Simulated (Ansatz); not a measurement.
SnSe (rock salt)

```
CELL_PARAMETERS angstrom
      0.00000     2.97477     2.97477
      2.97477     0.00000     2.97477
      2.97477     2.97477     0.00000
ATOMIC_POSITIONS crystal
  Sn 0.00000 0.00000 0.00000
  Se 0.50000 0.50000 0.50000
```

Grid over V/V₀ and (c/a)/(c/a)₀, subscript 0 meaning the relaxed cell; the conventional c axis lies along z; no internal relaxation.

Method: PBEsol (plane waves to 420 eV, PAW, scalar-relativistic; Ansatz, a quantum-chemistry and plane-wave program). k mesh 10×10×10 (Γ-centred), Fermi-Dirac smearing 0.05 eV. Compression counts positive. As the smearing reaches across the gap at some points, the response to shear is sensitive to the k mesh, so small differences along c/a are uncertain. SnSe was relaxed with its symmetry unable to fall. This is one of several known forms of SnSe; the measured ambient cells at hand have space group No. 62.

At one point of the scan the stress tensor (GPa) is:

```
   -4.8      0.0      0.0
    0.0     -4.8      0.0
    0.0      0.0     -0.6
```

Which point is it?
(A) V/V₀ = 1.080, (c/a)/(c/a)₀ = 0.960
(B) V/V₀ = 1.080, (c/a)/(c/a)₀ = 0.920
(C) V/V₀ = 1.080, (c/a)/(c/a)₀ = 1.040
(D) V/V₀ = 1.080, (c/a)/(c/a)₀ = 1.000

A, V/V₀ = 1.080, (c/a)/(c/a)₀ = 0.960

(A scan under strain: stresses follow from slopes of the energy per volume, elastic moduli from its curvatures.)
